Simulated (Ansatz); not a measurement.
Data:

ReC:
```cif
data_CRe
_chemical_formula_sum 'Re1 C1'
_space_group_name_H-M_alt 'P-6m2'
_space_group_IT_number 187
_space_group_name_Hall 'P -6 2'
_cell_length_a 2.85564
_cell_length_b 2.85564
_cell_length_c 2.79472
_cell_angle_alpha 90.000
_cell_angle_beta 90.000
_cell_angle_gamma 120.000
loop_
_atom_site_label
_atom_site_type_symbol
_atom_site_symmetry_multiplicity
_atom_site_Wyckoff_symbol
_atom_site_fract_x
_atom_site_fract_y
_atom_site_fract_z
_atom_site_occupancy
Re1 Re 1 a 0.00000 0.00000 0.00000 1
C1 C 1 f 0.66667 0.33333 0.50000 1
```

This is the PBEsol-relaxed structure.

Question: All from PBEsol (plane waves, PAW; program Ansatz), unless another level is named. Predict the electronic character.

Answer: metallic (no gap).

Question: What about the density of states at the Fermi level?

Answer: 0.39 states/eV per atom (mean over ±0.08 eV).

Question: Predict the formation energy from the elements (no fitted shifts).

Answer: 0.13 eV/atom.

Question: Give the gap with spin–orbit coupling.

Answer: none (metallic).

The cell is a constructed one: a structure type filled with these elements; the Crystallography Open Database copy checked does not list it. Whether it is the stable phase at ambient conditions was not checked. The cell was relaxed with PBEsol under the symmetry of its start; whether a distortion lowers the energy is not shown. The run is not spin-polarised. The references are the lowest solids computed at this level, not always the standard phases. Spin–orbit coupling is left out wherever it is not named.

Potentials: the earlier of the program's two PAW sets. The files were generated under PBE; for other functionals the program regenerates the frozen cores, and for LDA and PBEsol the local potential too.
